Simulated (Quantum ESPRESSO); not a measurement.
Kohn-Sham bands of BaBrF (P4/nmm)

```xyz
6
Lattice="4.5399 0.0000 0.0000 0.0000 4.5399 0.0000 0.0000 0.0000 7.4954" Properties=species:S:1:pos:R:3 pbc="T T T"
Ba     0.0000     2.2700    -1.4363
Ba     2.2700     0.0000     1.4363
Br     2.2700     0.0000    -2.6263
Br     0.0000     2.2700     2.6263
F      2.2700     2.2700     0.0000
F      0.0000     0.0000     0.0000
```

Materials Project entry mp-23070; symmetrised, unrelaxed at this level. COD (Crystallography Open Database) has an entry of this formula and space group (matched by these alone). Computed values, not measurements, from PBEsol: Quantum ESPRESSO (norm-conserving PseudoDojo potentials, cutoff 68 Ry, no spin polarisation, no spin-orbit coupling) on a Γ-centred 4×4×4 mesh, then Wannier90. Density: 8×8×4 mesh, cold smearing 0.01 Ry. Spin-orbit coupling is left out although heavy elements are present.

Energies are relative to the valence-band maximum; weights are on the orthonormalised atomic waves of the pseudopotential files, averaged over the group. 48 electrons a cell are treated as valence.

Into which isolated groups do the bands fall, where do they lie and what are they made of?


```csv
bands,from (eV),to (eV),filling,weight on atomic waves
1–2,-25.11,-24.96,filled,Ba 5s 97 %
3–4,-20.88,-20.74,filled,F 2s 95 %
5–6,-12.80,-12.39,filled,"Br 4s 91 %, Ba 6s 4 %, Ba 5p 4 %"
7–12,-10.38,-9.91,filled,Ba 5p 95 %
13–18,-3.04,-2.15,filled,"F 2p 90 %, Br 4p 4 %"
19–24,-1.50,0.00,filled,"Br 4p 91 %, F 2p 5 %"
```

The Kohn-Sham gap over both meshes and the path is 4.74 eV.
